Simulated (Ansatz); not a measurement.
Input file of a DFT run on YbS with Ansatz:

```yaml
crystal:
  lattice:
    - [0.0, 3.0649749155, 3.0649749155]
    - [3.0649749155, 0.0, 3.0649749155]
    - [3.0649749155, 3.0649749155, 0.0]
  atoms:
    - { symbol: Yb, position: [0.0130506778, -0.0130506778, 0.0130506778] }
    - { symbol: S, position: [0.25, 0.25, 0.25] }
basis:
  ecutwfc: 420
  ecutrho_ratio: 4
kpoints:
  mp_grid: { grid: [8, 8, 8] }
hamiltonian:
  xc: pbesol
scf:
  occupations: { method: gaussian, width: 0.05 }
output:
  forces: true
  stress: true
  eigenvalues: true
```

The start was a prototype's sites filled with these elements. The Crystallography Open Database lists the compound in space group Fm-3m (rock salt), so this is a trial structure.

Problem. Before reading the output: what should come out?

Solution. Pressure 0.1 GPa, gap on the mesh 0.31 eV, largest force component 0.464 eV/Å (PBEsol, scalar-relativistic).

What the program printed, in part:

```
Pseudopotentials: kind: paw
Pseudopotential: Yb, paw, valence charge 24, recommended cutoff 420 eV (normal), Yb.paw.azcp
Pseudopotential: S, paw, valence charge 6, recommended cutoff 420 eV (normal), S.paw.azcp
Crystal: 2 atoms, lattice volume = 57.585 Å³
Basis set: ecut = 420 eV, 1139 PW (Γ), exchange–correlation on 60×60×60 points (8 copies of the dense FFT grid, shifted against one another)
Bands: 19, of which v1, the nominal top of the filled ones, is band 15 counted from 1 (14 counted from 0)
Symmetry: 4 space group operations
Space group: Imm2 (ITA 44), of the structure as read, at distance tolerance 3.9e-5 Å
k-points: 95 of 512 (time reversal used)
Initial density: superposition of atomic densities (neutral atoms: chi_scale 0, normalization atom), corrected by the library's trained network
Initial wavefunctions: pseudopotential atomic-orbital guess
Functional: x = pbesol(κ = 0.804, μ = 0.12346), c = pbesol(β = 0.046)
```

SCF trace (energy estimate counted from the last row):
| iteration | ΔE (eV) | density residual (eV) |
| --- | --- | --- |
| 1 | -0.011 | 2.76e-2 |
| 2 | -0.013 | 1.05e-1 |
| 3 | -0.015 | 7.95e-2 |
| 4 | -3.9e-03 | 2.37e-2 |
| 5 | -5.1e-04 | 2.51e-3 |
| 6 | -9.6e-05 | 9.60e-4 |
| 7 | 1.2e-05 | 5.02e-5 |
| 8 | 0.000 | 1.34e-7 |
| 9 | 0.000 | 8.32e-8 |

```
SCF 1 converged in 9 iterations: F = -14564.966419 eV  dr2 = 8.32e-8
SCF converged after 9 iterations
Free energy (F): -14564.966419 eV
E sigma→0 (E₀):  -14564.966419 eV
Entropy (-TS):    0.000000 eV ( 0.000 meV/atom)
Fermi energy:    9.021516 eV
--- Forces (eV/Å), atoms counted from 1 ---
  atom   1  Yb     0.00000000    -0.46387915     0.00000000
  atom   2  S      0.00000000     0.46374437     0.00000000
--- Stress (GPa, compression-positive) ---
        0.181174       0.000000       1.726559
        0.000000      -0.009301       0.000000
        1.726559       0.000000       0.181174
  P = ⅓ Tr σ = 0.1177 GPa (1.177 kbar)
--- Band table (eV; the first three rows and the last of 95) ---
  k-point 0: bands = ["-42.5038", "-14.9520", "-14.9432", "-14.9365", "-4.7287", "5.0001", "5.0420", "5.1011", "8.2323", "8.7783", "8.7861", "8.7923", "8.8088", "8.8089", "8.8123", "9.3483", "11.8769", "11.8934", "14.3590"]
  k-point 1: bands = ["-42.5035", "-14.9579", "-14.9543", "-14.9422", "-4.6571", "4.8249", "5.0393", "5.0894", "8.4254", "8.7722", "8.7816", "8.7824", "8.7986", "8.8184", "8.8200", "9.7019", "11.7259", "11.7529", "14.2230"]
  k-point 2: bands = ["-42.5027", "-15.0009", "-14.9600", "-14.9480", "-4.4842", "4.4194", "5.1300", "5.1412", "8.5946", "8.7570", "8.7650", "8.7730", "8.7822", "8.8268", "8.8279", "10.5926", "11.5858", "11.6729", "13.8703"]
  k-point 94: bands = ["-42.5010", "-15.0748", "-14.9910", "-14.9752", "-4.0462", "3.8006", "5.4897", "5.5503", "8.6952", "8.7159", "8.7606", "8.7714", "8.7943", "8.8303", "8.8465", "9.1589", "10.9835", "13.3363", "13.3763"]
```

These numbers lack spin–orbit coupling.
